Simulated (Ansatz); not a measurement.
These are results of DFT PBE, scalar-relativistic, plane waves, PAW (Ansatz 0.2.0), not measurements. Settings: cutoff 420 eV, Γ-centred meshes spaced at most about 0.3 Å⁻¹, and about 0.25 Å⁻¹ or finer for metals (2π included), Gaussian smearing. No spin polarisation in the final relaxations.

Each of these unrelaxed guesses is relaxed in cell and atoms within its symmetry. A guess keeps its type if space group and coordination stay and the shape of the cell changes little (axis ratios within about 15 %, angles within 6°); the volume may change.

1. Na4Hg

```
Na Hg
1.0
     4.90940    0.00000    0.00000
    -2.45470    4.25166    0.00000
     0.00000    0.00000    3.96707
Na Hg
4 1
Direct
  0.54322 0.45678 0.50000
  0.54322 0.08645 0.50000
  0.91355 0.45678 0.50000
  0.33333 0.66667 0.50000
  0.66667 0.33333 0.00000
```

2. Ta3BeP4

```
Ta Be P
1.0
     4.01853    0.00000    0.00000
     0.00000    4.01853    0.00000
     0.00000    0.00000   11.26435
Ta Be P
3 1 4
Direct
  0.00000 0.00000 0.75398
  0.50000 0.50000 0.50000
  0.00000 0.00000 0.24602
  0.50000 0.50000 0.00000
  0.00000 0.50000 0.37272
  0.50000 0.00000 0.11987
  0.00000 0.50000 0.88013
  0.50000 0.00000 0.62728
```

3. BaHf5O

```
Ba Hf O
1.0
     4.36481    0.00000    0.00000
     0.00000    4.36481    0.00000
     0.00000    0.00000    6.98650
Ba Hf O
1 5 1
Direct
  0.00000 0.00000 0.50000
  0.00000 0.50000 0.30543
  0.00000 0.50000 0.69457
  0.50000 0.00000 0.30543
  0.50000 0.00000 0.69457
  0.50000 0.50000 0.00000
  0.00000 0.00000 0.00000
```

Task: Which guesses survive the relaxation?

Result: Guess 2 keeps its type.

```
guess  kept  start group  end group  V start (Å³/atom)  V end  b/a and c/a, end over start  nearest neighbours start  nearest neighbours end
    1    no        P-6m2      P-6m2               16.6   65.7                   1.00, 0.41                Hg 6, Na 3              Hg 8, Na 5
    2   yes        P-4m2      P-4m2               22.7   20.3                   1.00, 1.08           Be 4, P 4, Ta 4         Be 4, P 4, Ta 4
    3    no       P4/mmm     P4/mmm               19.0   26.3                   1.00, 1.67       Ba 8, Hf 3/12, O 14    Ba 12, Hf 8/12, O 12
```

Neighbours count within 15 % of an atom's shortest distance; end groups are read at 0.02 Å (0.05 Å in metals).

Spin–orbit coupling, which can matter for Hf, Hg and Ta, is left out. A magnetic state wasn't ruled out in cells without spin, among them Ta3BeP4 P-4m2. Cells relaxed within their symmetry can be saddle points.

In counts of neighbours, a slash parts the counts of unlike sites.
